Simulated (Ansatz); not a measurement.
Input, command and steps of an Ansatz relaxation.

```yaml
crystal:
  lattice:
    - [2.9730710874, 1.7165033927, 1.9505075706]
    - [-2.9730710874, 1.7165033927, 1.9505075706]
    - [0.0, -3.4330067853, 1.9505075706]
  atoms:
    - { symbol: Cu, position: [0.5, 0.5, 0.5] }
    - { symbol: H, position: [0.265, 0.265, 0.926] }
    - { symbol: H, position: [0.926, 0.265, 0.265] }
    - { symbol: H, position: [0.265, 0.926, 0.265] }
    - { symbol: H, position: [0.074, 0.735, 0.735] }
    - { symbol: H, position: [0.735, 0.735, 0.074] }
    - { symbol: H, position: [0.735, 0.074, 0.735] }
    - { symbol: Pt, position: [0.0, 0.0, 0.0] }
basis:
  ecutwfc: 420
kpoints:
  mp_grid: { grid: [6, 6, 6] }
hamiltonian:
  xc: pbe
scf:
  occupations: { method: gaussian, width: 0.1 }
  lower_state_search: "off"
output:
  forces: true
  stress: true
  eigenvalues: true
relax:
  adjacent_minimum: "off"
  f_tol: 0.04
  max_steps: 70
  cell: { stress_tol: 0.4 }
```

```bash
ansatz run input.yaml --threads 1 --pin off --max-ram 2560MiB --backend cpu --events-out ev --progress --plain --runs-dir out
```

All numbers below come from DFT PBE, scalar-relativistic, plane waves, PAW in Ansatz 0.2.0.

Of 20 frames 10 are shown, positions in Å and forces in eV/Å; the SCF threshold varies from step to step. Steps run on the plane waves of an earlier cell, with a Pulay correction in the pressure. The basis is chosen afresh for the last frame, the zero of the energies, and at times for earlier ones too; energy and pressure can step there, also at an unchanged geometry. Here that happened at steps 10 (-16 meV/atom, 2.5 GPa), 15 (-8 meV/atom, 0.7 GPa), 20 (-3 meV/atom, 0.1 GPa); frames between the last choice of the basis and such a step carry an error that grows, as the cell changes, to that size. The mark taken_back stands on steps that the optimiser undid. The end is built of chains, and without a dispersion correction their distances are poorly fixed.

```xyz
8
Lattice="2.9731 1.7165 1.9505 -2.9731 1.7165 1.9505 0.0000 -3.4330 1.9505" Properties=species:S:1:pos:R:3:forces:R:3 pbc="T T T" step=1 free_energy_over_end_meV_per_atom=489.99 pressure_GPa=32.88
Cu    0.0000    0.0000    2.9258    0.0000    0.0000    0.0000
H     0.0000   -2.2692    2.8399    0.0000    3.7845    2.7209
H     1.9652    1.1346    2.8399   -3.2774   -1.8922    2.7209
H    -1.9652    1.1346    2.8399    3.2774   -1.8922    2.7209
H    -1.9652   -1.1346    3.0116    3.2774    1.8922   -2.7209
H     0.0000    2.2692    3.0116    0.0000   -3.7845   -2.7209
H     1.9652   -1.1346    3.0116   -3.2774    1.8922   -2.7209
Pt    0.0000    0.0000    0.0000    0.0000    0.0000    0.0000
8
Lattice="3.1253 1.8044 1.7599 -3.1253 1.8044 1.7599 0.0000 -3.6088 1.7599" Properties=species:S:1:pos:R:3:forces:R:3 pbc="T T T" step=3 free_energy_over_end_meV_per_atom=145.29 pressure_GPa=1.21
Cu    0.0000    0.0000    2.6398    0.0000    0.0000    0.0000
H     0.0000   -2.2328    2.6809    0.0000   -0.0567    0.1780
H     1.9337    1.1164    2.6809    0.0491    0.0284    0.1780
H    -1.9337    1.1164    2.6809   -0.0491    0.0284    0.1780
H    -1.9337   -1.1164    2.5988   -0.0491   -0.0284   -0.1780
H     0.0000    2.2328    2.5988    0.0000    0.0567   -0.1780
H     1.9337   -1.1164    2.5988    0.0491   -0.0284   -0.1780
Pt    0.0000    0.0000    0.0000    0.0000    0.0000    0.0000
8
Lattice="3.3823 1.9528 1.6413 -3.3823 1.9528 1.6413 0.0000 -3.9055 1.6413" Properties=species:S:1:pos:R:3:forces:R:3 pbc="T T T" step=5 free_energy_over_end_meV_per_atom=73.89 pressure_GPa=2.20
Cu    0.0000    0.0000    2.4620    0.0000    0.0000    0.0000
H     0.0000   -2.5765    2.6374    0.0000   -0.0639    0.2991
H     2.2313    1.2882    2.6374    0.0553    0.0319    0.2991
H    -2.2313    1.2882    2.6374   -0.0553    0.0319    0.2991
H    -2.2313   -1.2882    2.2866   -0.0553   -0.0319   -0.2991
H     0.0000    2.5765    2.2866    0.0000    0.0639   -0.2991
H     2.2313   -1.2882    2.2866    0.0553   -0.0319   -0.2991
Pt    0.0000    0.0000    0.0000    0.0000    0.0000    0.0000
8
Lattice="3.5199 2.0322 1.6021 -3.5199 2.0322 1.6021 0.0000 -4.0644 1.6021" Properties=species:S:1:pos:R:3:forces:R:3 pbc="T T T" step=7 free_energy_over_end_meV_per_atom=56.17 pressure_GPa=2.19 taken_back
Cu    0.0000    0.0000    2.4031    0.0000    0.0000    0.0000
H     0.0000   -2.8183    2.7354    0.0000    0.0966   -0.0426
H     2.4407    1.4091    2.7354   -0.0836   -0.0483   -0.0426
H    -2.4407    1.4091    2.7354    0.0836   -0.0483   -0.0426
H    -2.4407   -1.4091    2.0708    0.0836    0.0483    0.0426
H     0.0000    2.8183    2.0708    0.0000   -0.0966    0.0426
H     2.4407   -1.4091    2.0708   -0.0836    0.0483    0.0426
Pt    0.0000    0.0000    0.0000    0.0000    0.0000    0.0000
8
Lattice="3.4807 2.0096 1.6330 -3.4807 2.0096 1.6330 0.0000 -4.0192 1.6330" Properties=species:S:1:pos:R:3:forces:R:3 pbc="T T T" step=9 free_energy_over_end_meV_per_atom=51.30 pressure_GPa=0.02
Cu    0.0000    0.0000    2.4495    0.0000    0.0000    0.0000
H     0.0000   -2.7609    2.7566    0.0000    0.0017    0.0035
H     2.3910    1.3805    2.7566   -0.0015   -0.0009    0.0035
H    -2.3910    1.3805    2.7566    0.0015   -0.0009    0.0035
H    -2.3910   -1.3805    2.1425    0.0015    0.0009   -0.0035
H     0.0000    2.7609    2.1425    0.0000   -0.0017   -0.0035
H     2.3910   -1.3805    2.1425   -0.0015    0.0009   -0.0035
Pt    0.0000    0.0000    0.0000    0.0000    0.0000    0.0000
8
Lattice="3.7303 2.1537 1.6219 -3.7303 2.1537 1.6219 0.0000 -4.3074 1.6219" Properties=species:S:1:pos:R:3:forces:R:3 pbc="T T T" step=12 free_energy_over_end_meV_per_atom=15.71 pressure_GPa=1.77
Cu    0.0000    0.0000    2.4328    0.0000    0.0000    0.0000
H     0.0000   -3.0578    2.7438    0.0000    0.0588    0.0348
H     2.6481    1.5289    2.7438   -0.0510   -0.0294    0.0348
H    -2.6481    1.5289    2.7438    0.0510   -0.0294    0.0348
H    -2.6481   -1.5289    2.1218    0.0510    0.0294   -0.0348
H     0.0000    3.0578    2.1218    0.0000   -0.0588   -0.0348
H     2.6481   -1.5289    2.1218   -0.0510    0.0294   -0.0348
Pt    0.0000    0.0000    0.0000    0.0000    0.0000    0.0000
8
Lattice="3.9072 2.2559 1.6213 -3.9072 2.2559 1.6213 0.0000 -4.5117 1.6213" Properties=species:S:1:pos:R:3:forces:R:3 pbc="T T T" step=14 free_energy_over_end_meV_per_atom=13.57 pressure_GPa=0.09
Cu    0.0000    0.0000    2.4320    0.0000    0.0000    0.0000
H     0.0000   -3.2607    2.7467    0.0000    0.0336    0.0059
H     2.8238    1.6303    2.7467   -0.0291   -0.0168    0.0059
H    -2.8238    1.6303    2.7467    0.0291   -0.0168    0.0059
H    -2.8238   -1.6303    2.1173    0.0291    0.0168   -0.0059
H     0.0000    3.2607    2.1173    0.0000   -0.0336   -0.0059
H     2.8238   -1.6303    2.1173   -0.0291    0.0168   -0.0059
Pt    0.0000    0.0000    0.0000    0.0000    0.0000    0.0000
8
Lattice="3.9862 2.3014 1.6190 -3.9862 2.3014 1.6190 0.0000 -4.6029 1.6190" Properties=species:S:1:pos:R:3:forces:R:3 pbc="T T T" step=16 free_energy_over_end_meV_per_atom=4.30 pressure_GPa=0.51
Cu    0.0000    0.0000    2.4284    0.0000    0.0000    0.0000
H     0.0000   -3.3463    2.7397    0.0000   -0.0044    0.0048
H     2.8980    1.6731    2.7397    0.0038    0.0022    0.0048
H    -2.8980    1.6731    2.7397   -0.0038    0.0022    0.0048
H    -2.8980   -1.6731    2.1172   -0.0038   -0.0022   -0.0048
H     0.0000    3.3463    2.1172    0.0000    0.0044   -0.0048
H     2.8980   -1.6731    2.1172    0.0038   -0.0022   -0.0048
Pt    0.0000    0.0000    0.0000    0.0000    0.0000    0.0000
8
Lattice="4.2768 2.4692 1.6191 -4.2768 2.4692 1.6191 0.0000 -4.9385 1.6191" Properties=species:S:1:pos:R:3:forces:R:3 pbc="T T T" step=18 free_energy_over_end_meV_per_atom=4.00 pressure_GPa=0.15
Cu    0.0000    0.0000    2.4286    0.0000    0.0000    0.0000
H     0.0000   -3.6877    2.7429    0.0000    0.0364    0.0138
H     3.1936    1.8438    2.7429   -0.0315   -0.0182    0.0138
H    -3.1936    1.8438    2.7429    0.0315   -0.0182    0.0138
H    -3.1936   -1.8438    2.1144    0.0315    0.0182   -0.0138
H     0.0000    3.6877    2.1144    0.0000   -0.0364   -0.0138
H     3.1936   -1.8438    2.1144   -0.0315    0.0182   -0.0138
Pt    0.0000    0.0000    0.0000    0.0000    0.0000    0.0000
8
Lattice="4.2359 2.4456 1.6199 -4.2359 2.4456 1.6199 0.0000 -4.8912 1.6199" Properties=species:S:1:pos:R:3:forces:R:3 pbc="T T T" step=20 free_energy_over_end_meV_per_atom=0.00 pressure_GPa=0.05
Cu    0.0000    0.0000    2.4298    0.0000    0.0000    0.0000
H     0.0000   -3.6362    2.7438    0.0000   -0.0099   -0.0053
H     3.1491    1.8181    2.7438    0.0086    0.0050   -0.0053
H    -3.1491    1.8181    2.7438   -0.0086    0.0050   -0.0053
H    -3.1491   -1.8181    2.1158   -0.0086   -0.0050    0.0053
H     0.0000    3.6362    2.1158    0.0000    0.0099    0.0053
H     3.1491   -1.8181    2.1158    0.0086   -0.0050    0.0053
Pt    0.0000    0.0000    0.0000    0.0000    0.0000    0.0000
```

The start puts this composition into another compound's structure type, which needn't suit it. The cell swells from 7.5 to 12.6 Å³ an atom, so the end can be far from any stable crystal. At the end the space group is R-3m (tolerance 0.05 Å).

The run took 83 s on 1 thread of Arm Neoverse V2, with other jobs on the host, peak memory 0.42 GiB.

The k mesh is coarse. Spin–orbit coupling is left out, which can shift energies with elements as heavy as these.